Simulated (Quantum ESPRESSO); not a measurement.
# Strain and stress in Zn3MgS3Cl

The results below are calculated, not measured. They come from pw.x of Quantum ESPRESSO 7.5, a plane-wave density functional program, with PseudoDojo standard norm-conserving files (v0.5 for PBE, v0.4.1 for LDA and PBEsol). The cells are made up: elements, strain and atom displacements were drawn at random, and nothing was relaxed. There is no spin polarisation, spin-orbit coupling or dispersion term.

The cell has 8 sites of a zincblende or diamond lattice. Sites 1 to 4 hold Zn Zn Zn Mg; sites 5 to 8 hold S Cl S S. Cell vectors in Å: (5.483, 0.000, 0.000); (0.000, 5.483, 0.000); (0.000, 0.000, 5.498). Settings: PBE, cutoff 1143 eV, 6 x 6 x 6 k mesh shifted by half a step, Fermi-Dirac smearing of 0.1 eV.

Each run adds the same strain along x and y to one cell, with the atoms carried along; the vectors above are those of run 4. Stress is positive in tension and P is minus a third of its trace. E is the free energy for each atom above the lowest run shown.

```
run  strain (%)  s_xx (GPa)  s_yy (GPa)  s_zz (GPa)  s_xy (GPa)  P (GPa)  E (meV/atom)
  1       -2.19       -8.74       -9.60       -9.50       -0.61     9.28         61.13
  2       -1.73       -8.03       -8.88       -8.80       -0.58     8.57         50.83
  3       -0.56       -6.33       -7.14       -7.12       -0.51     6.87         28.07
  4       -0.27       -5.93       -6.73       -6.73       -0.49     6.46         23.17
  6        1.14       -4.06       -4.79       -4.97       -0.40     4.61          3.44
  7        1.45       -3.67       -4.39       -4.61       -0.38     4.22          0.00
  5        0.45           ?           ?           ?           ?        ?             ?
```

A rerun of one of these cells at 1437 eV and k mesh 8 x 8 x 8 moved values by no more than 0.002 eV in the cell's energy, 0.05 GPa in stress and 0.006 eV/Å in force.

## Worked fit

A parabola through the six runs shown gives s_xx = -5.56 + 1.36 e - 0.042 e² GPa, with e in per cent and a scatter of 0.01 GPa. The slope is a stiffness of 136 ± 1 GPa for each unit of this strain at e = 0, the sum of the responses of s_xx to strain along x and along y. The atoms are clamped, and relaxing them would in general lower it. The error is the larger of the fit's own and the change that a cubic makes, rounded up.

## Withheld run

Question: what s_xx should run 5 give?

The fit gives -4.96 GPa. The calculation gave -4.96 GPa.

| run | strain (%) | s_xx (GPa) | s_yy (GPa) | s_zz (GPa) | s_xy (GPa) | P (GPa) | E (meV/atom) |
| --- | --- | --- | --- | --- | --- | --- | --- |
| 5 | 0.45 | -4.96 | -5.72 | -5.81 | -0.44 | 5.50 | 12.28 |